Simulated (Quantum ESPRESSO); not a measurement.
# Computed NMR tensors in BaNaBiWO6

```yaml
crystal:
  lattice:
    - [0.00000, 4.28261, 4.28261]
    - [4.28261, 0.00000, 4.28261]
    - [4.28261, 4.28261, 0.00000]
  atoms:
    - { symbol: Na, position: [0.75000, 0.75000, 0.75000] }
    - { symbol: Ba, position: [0.25000, 0.25000, 0.25000] }
    - { symbol: Bi, position: [0.00000, 0.00000, 0.00000] }
    - { symbol: W, position: [0.50000, 0.50000, 0.50000] }
    - { symbol: O, position: [0.72800, 0.27200, 0.27200] }
    - { symbol: O, position: [0.72800, 0.27200, 0.72800] }
    - { symbol: O, position: [0.27200, 0.72800, 0.72800] }
    - { symbol: O, position: [0.27200, 0.72800, 0.27200] }
    - { symbol: O, position: [0.72800, 0.72800, 0.27200] }
    - { symbol: O, position: [0.27200, 0.27200, 0.72800] }
```
Geometry: a computed entry of the Materials Project; it was not checked against measured cells. It is BaNaBiWO6 in F-43m; whether this form has been observed was not checked. Stability against distortions was not tested. Forces on the atoms reach 0.52 eV/Å at this level. The run has no spin polarisation.

Computed: shieldings by GIPAW with PBE in a modified build of Quantum ESPRESSO, on JTH PAW datasets, 30 Ha, k-mesh 5×5×5 shifted, f-sum rule met within 0.009 %.

| site | site symmetry | σ_iso (ppm) | span Ω (ppm) |
|---|---|---|---|
| Na (atom 1) | -43m | 590 | 0 |
| Ba (atom 2) | -43m | 5200 | 0 |
| Bi (atom 3) | -43m | – | – |
| W (atom 4) | -43m | – | – |
| O (atoms 5, 6, 7, 8, 9, 10) | 2mm | -168 | 192 |

Shieldings of H and of elements past Ba are not listed.

Ω = σ33 − σ11 of the symmetric part; where symmetry doesn't make it nil, it is less certain than σ_iso.

These are absolute shieldings with no macroscopic susceptibility term; δ = σ_ref − σ needs a reference computed alike. By our sweeps, such settings leave a few ppm in absolute σ on light atoms and up to some 20 ppm from Zn on. No spin–orbit coupling; Bi is the heaviest element present. No d partial waves on Na: the paramagnetic term there is incompletely reconstructed.
